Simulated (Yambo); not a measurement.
G0W0@LDA for KOH (space group Cmc2_1, No. 36) in Yambo. Reference settings: 4×4×4 Γ-centred k mesh, 117 bands and a 7 Ry block in the screening, 117 bands in G with the Bruneval-Gonze terminator, plasmon pole fitted at 27.2 eV. The LDA gap (-0.5, -0.5, 0) → Γ on this mesh is 3.69 eV; G0W0 gaps are taken between the same points.

Gap ((-0.5, -0.5, 0) → Γ) in eV against the number of bands and the screening block, terminator on:

```csv
bands (W and G),2 Ry,3 Ry,4 Ry,6 Ry,7 Ry
31,7.180,7.022,6.976,6.952,6.932
46,6.728,6.592,6.599,6.606,6.603
66,6.573,6.444,6.474,6.501,6.511
91,6.512,6.380,6.411,6.454,6.476
117,6.485,6.354,6.383,6.433,6.465
```

Rough cost of the Yambo step against the reference (shared machines):

```csv
bands (W and G),2 Ry,3 Ry,4 Ry,6 Ry,7 Ry
31,1/7,1/6,1/7,1/6,1/6
46,1/4,1/5,1/5,1/4,1/5
66,1/4,1/4,1/4,1/4,1/3
91,1/2,1/2,~1,~1,~1
117,~1,~1,~1,~1,1
```

At the largest block the last step in bands moves the gap by -0.011 eV; at the most bands the last step in the block moves it by 0.032 eV.

Geometry of the Materials Project entry, not relaxed at this level; primitive cell a = b = 5.5393 Å, c = 3.9730 Å, α = β = 90.00°, γ = 138.58°.

The structure is a Materials Project entry; no match was found in the copy of COD used, and its stability was not checked.
